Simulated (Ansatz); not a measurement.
A geometry of La2O3 away from equilibrium: step 3 of the relaxation of a relaxed La2O3 cell, doubled along one cell vector, shaken by Gaussian noise of σ = 0.08 Å a coordinate. Method: r2SCAN (plane waves to 500 eV, PAW, scalar-relativistic; Ansatz, an electronic-structure program). Γ-centred k-mesh 5×3×5 on the run's cell (coarser than for final values), Fermi–Dirac smearing 0.05 eV.

```
CELL_PARAMETERS angstrom
      4.55685    -0.00225     0.02016
     -0.00449     9.05814     0.01664
      0.02016     0.00832     4.56961
ATOMIC_POSITIONS crystal
  La 0.56369 0.22194 0.52765
  La 0.46682 0.72448 0.40829
  La 0.01907 0.98866 0.00131
  La 0.00723 0.49712 0.00297
  O  0.50701 0.00527 0.01680
  O  0.50310 0.51352 0.04360
  O  0.96407 0.24158 0.98451
  O  0.02604 0.75722 0.08502
  O  0.02697 0.00336 0.50710
  O  0.02127 0.51792 0.49541
```

**Question.** Predict the force on each atom, in eV/Å.

**Answer.** 
```
atom     Fx     Fy     Fz
----  -----  -----  -----
La1    1.11  -1.78   0.31
La2   -0.79  -0.74  -1.51
La3   -0.66   1.26  -0.46
La4   -0.33  -0.77  -1.08
O5     0.86   0.73   0.36
O6     0.22   1.30   0.93
O7    -1.29   1.08  -0.53
O8     0.73  -3.02   1.52
O9    -0.17   1.33  -0.25
O10    0.32   0.60   0.73
```

**Question.** What is the pressure?

**Answer.** +1.6 GPa, compression positive.

**Question.** How far above the relaxed end point is this geometry?

**Answer.** 0.61 eV/atom; the path ends in P2₁ (No. 4).

No spin polarisation in the result.

The end of the path is a generated cell of La2O3: the first start was made by a random draw of sites in a space group, and the end was not matched to a known phase here, so it may be hypothetical. Known forms of La2O3 include space group No. 164.
